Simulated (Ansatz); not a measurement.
**Does relaxation matter for the field gradients of WS2 with phosphorus replacing S?**

Start: a supercell of WS2 (space group P6_3/mmc) built from an entry of the Crystallography Open Database (COD) (the entry's cell lengths or inner coordinates differ somewhat from later room-temperature determinations), with all atoms left at the host's positions.

Space group P3m1 (No. 156); a = 6.3600, c = 12.5000 Å, γ = 120.00°.

```csv
site,Wyckoff,site symmetry,x,y,z
W1,1a,3m.,0.0000,0.0000,0.2500
W2,3d,.m.,0.0000,0.5000,0.2500
W5,3d,.m.,0.1667,0.8333,0.7500
W8,1c,3m.,0.6667,0.3333,0.7500
P,1a,3m.,0.0000,0.0000,0.6250
S10,3d,.m.,0.0000,0.5000,0.6250
S13,3d,.m.,0.1667,0.8333,0.1250
S16,1c,3m.,0.6667,0.3333,0.1250
S17,1a,3m.,0.0000,0.0000,0.8750
S18,3d,.m.,0.0000,0.5000,0.8750
S21,3d,.m.,0.1667,0.8333,0.3750
S24,1c,3m.,0.6667,0.3333,0.3750
```

One atom of each set is listed.

Level of theory: DFT, PBE, plane waves and PAW, scalar-relativistic, collinear spin, 420 eV cutoff, Γ-centred 4×4×2 k-points, Fermi–Dirac smearing 0.01 eV (Ansatz 0.2.0). Start moments as typed (μB): 1 on each P, none on the rest.

The largest force at the start is 0.33 eV/Å. Relaxing the ions at fixed cell moves them by 0.066 Å at most (atom 9, P) and 0.041 Å rms. End positions:

W1 (0.0000, 0.0000, 0.2529)
W2 (0.0003, 0.5001, 0.2535)
W5 (0.1661, 0.8339, 0.7467)
W8 (0.6667, 0.3333, 0.7464)
P (0.0000, 0.0000, 0.6197)
S10 (0.0006, 0.5003, 0.6222)
S13 (0.1669, 0.8331, 0.1275)
S16 (0.6667, 0.3333, 0.1278)
S17 (0.0000, 0.0000, 0.8723)
S18 (0.9973, 0.4987, 0.8720)
S21 (0.1660, 0.8340, 0.3788)
S24 (0.6667, 0.3333, 0.3786)

```
site  moved (Å)            first shell before                  first shell after  V_zz before (10²¹ V/m²)  η before
  W2      0.043                 6 S at 2.41 Å                 6 S at 2.41–2.42 Å                   -17.15      0.00
  W5      0.042  5 S at 2.41 Å, 1 P at 2.41 Å  5 S at 2.41–2.42 Å, 1 P at 2.42 Å                   -17.99      0.01
  W8      0.045                 6 S at 2.41 Å                 6 S at 2.40–2.41 Å                   -15.32      0.00
   P      0.066                 3 W at 2.41 Å                      3 W at 2.42 Å                    -2.16      0.00
 S10      0.035                 3 W at 2.41 Å                      3 W at 2.41 Å                    -4.13      0.21
 S13      0.032                 3 W at 2.41 Å                      3 W at 2.42 Å                    -4.63      0.01
 S17      0.033                 3 W at 2.41 Å                      3 W at 2.41 Å                    -4.73      0.00
 S18      0.040                 3 W at 2.41 Å                 3 W at 2.40–2.42 Å                    -3.92      0.12
 S21      0.048                 3 W at 2.41 Å                 3 W at 2.41–2.42 Å                    -4.19      0.00
 S24      0.045                 3 W at 2.41 Å                      3 W at 2.41 Å                    -4.21      0.00
```

Problem. How do the gradients change?

Solution. 

| site | V_zz after | η after | change of V_zz |
| --- | --- | --- | --- |
| W2 | -16.73 | 0.01 | +0.42 |
| W5 | -17.18 | 0.02 | +0.81 |
| W8 | -15.92 | 0.00 | -0.60 |
| P | -2.04 | 0.00 | +0.12 |
| S10 | -4.08 | 0.29 | +0.05 |
| S13 | -4.53 | 0.02 | +0.10 |
| S17 | -4.57 | 0.00 | +0.16 |
| S18 | -3.99 | 0.14 | -0.07 |
| S21 | -3.89 | 0.02 | +0.30 |
| S24 | -4.04 | 0.00 | +0.17 |

The largest change of V_zz is on W5, from -17.99 to -17.18. In per cent, |V_zz| changes by -5 to +4 on W, -6 on P, -7 to +2 on S (all sites that start above 2). The table leaves out 2 of the 12 sites, with |V_zz| up to 17.83; their tensors move by 0.09 at most along any direction. The statements above cover all sites. The host's own positions weren't relaxed first, so part of the change far from the defect can be the host's relaxation.

The defect repeats with the cell of 24 atoms, so it feels its images: sites between two images don't show the values beside a lone defect, and zeros or small values of η there can come from the images' arrangement. S and W carry a gradient in the pure host already, so the values there aren't the defect's effect alone. The defect cell has no gap above 0.1 eV on its mesh, so the values can hang on the smearing and the k-mesh. Without spin–orbit coupling the gradients at and beside W can be off by some per cent, at some sites by more. The start moments die out, and the run ends without spin.
Before: The neighbours have not yet relaxed around the defect (largest force 0.33 eV/Å), so a real crystal will differ.
After: The relaxation keeps the site symmetry 3m of the start, so the impurity can move only along its axis; a distortion that would localise the partly filled state isn't explored.
